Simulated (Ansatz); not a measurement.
CuI:
Space group Pm-3m (No. 221); a = b = c = 3.6660 Å, α = β = γ = 90.00°

```json
[
 {"atom": "Cu", "site": "1a", "symmetry": "m-3m", "x": "0.0000", "y": "0.0000", "z": "0.0000"},
 {"atom": "I", "site": "1b", "symmetry": "m-3m", "x": "0.5000", "y": "0.5000", "z": "0.5000"}
]
```

Relaxed with r²SCAN.

**Question.** Tabulate the valence density and the electron localisation function along the shortest Cu–I contact (3.17 Å), r²SCAN in the plane-wave PAW code Ansatz.

**Answer.** 

```
distance from Cu (Å)  density (e/Å³)   ELF
--------------------  --------------  ----
0.32                           28.41  0.44
0.48                            9.39  0.21
0.63                            2.92  0.16
0.79                            0.97  0.16
0.95                            0.35  0.13
1.11                            0.20  0.09
1.27                            0.14  0.09
1.43                            0.13  0.16
1.59                            0.16  0.37
1.75                            0.23  0.63
1.90                            0.34  0.74
2.06                            0.51  0.73
2.22                            0.73  0.65
2.38                            1.25  0.52
2.54                            3.75  0.36
2.70                            8.04  0.25
2.86                           11.73  0.25
```

The density is the valence pseudo-density with augmentation charge, so density and ELF within about 1 Å of a nucleus are not all-electron values.

The start of the workflow was typed in or built on a structure type; neither database checked (COD, Materials Project) lists it. It is not the phase usual at ambient conditions (space group No. 216). The r²SCAN relaxation kept the symmetry of its start. At this level the phase is mechanically unstable. The workflow began spin-polarised and lost its moments. Its formation energy is positive at this level, so the cell may be metastable or incomplete. Spin–orbit coupling is left out wherever it is not named.

Potentials: the earlier of the program's two PAW sets.
